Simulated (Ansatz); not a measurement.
Mg2Sn (antifluorite type, space group Fm-3m)

```yaml
crystal:
  lattice:
    - [0.00000, 3.37302, 3.37302]
    - [3.37302, 0.00000, 3.37302]
    - [3.37302, 3.37302, 0.00000]
  atoms:
    - { symbol: Sn, position: [0.00000, 0.00000, 0.00000] }
    - { symbol: Mg, position: [0.25000, 0.25000, 0.25000] }
    - { symbol: Mg, position: [0.75000, 0.75000, 0.75000] }
```

The slice is a {110} plane (indices of the conventional cell) through the point (0.250, 0.250, 0.250) (fractional), spanned by u = [100] and v = [1 -1 -1] in vectors of this cell: u (4.77 Å) and v (6.75 Å, at 90° to u). It covers one period; positions are fractions (u, v).

Computed with PBEsol (plane waves to 420 eV, PAW, scalar-relativistic; Ansatz, a quantum-chemistry and plane-wave program). k mesh 12×12×12. Inside the PAW spheres the values are not all-electron values, and peaks at nuclei hang on which shells count as valence. At this level the bands of Mg2Sn touch or barely overlap; measurements give the solid a gap. Mg2Sn was relaxed with its symmetry unable to fall.

What is the ELF at the density minimum of the shortest Sn–Mg line in this plane (2.92 Å)?

0.11.

The ELF has a maximum in the middle third of the Sn–Mg line. Where, and how high?

0.67, 1.5 Å from Sn.

Sketch the electron localisation function (ELF) on this plane as a map.


| v \ u | 0.00 | 0.12 | 0.24 | 0.35 | 0.47 | 0.59 | 0.71 | 0.82 | 0.94 |
|---|---|---|---|---|---|---|---|---|---|
| 0.88 | 0.06 | 0.04 | 0.13 | 0.10 | 0.08 | 0.08 | 0.12 | 0.08 | 0.05 |
| 0.75 | 0.38 | 0.31 | 0.14 | 0.04 | 0.01 | 0.02 | 0.08 | 0.23 | 0.36 |
| 0.62 | 0.06 | 0.04 | 0.13 | 0.10 | 0.08 | 0.08 | 0.12 | 0.08 | 0.05 |
| 0.50 | x | 0.41 | 0.13 | 0.53 | 0.52 | 0.53 | 0.47 | 0.07 | x |
| 0.38 | 0.06 | 0.08 | 0.67 | 0.38 | 0.30 | 0.33 | 0.55 | 0.42 | 0.05 |
| 0.25 | 0.38 | 0.58 | 0.49 | 0.21 | x | x | 0.34 | 0.64 | 0.45 |
| 0.12 | 0.06 | 0.08 | 0.67 | 0.38 | 0.30 | 0.33 | 0.55 | 0.42 | 0.05 |
| 0.00 | x | 0.41 | 0.13 | 0.53 | 0.52 | 0.53 | 0.47 | 0.07 | x |

Values: electron localisation function (ELF). Points within 0.5 Å of a nucleus are blanked (x), as the pseudised field means little there.
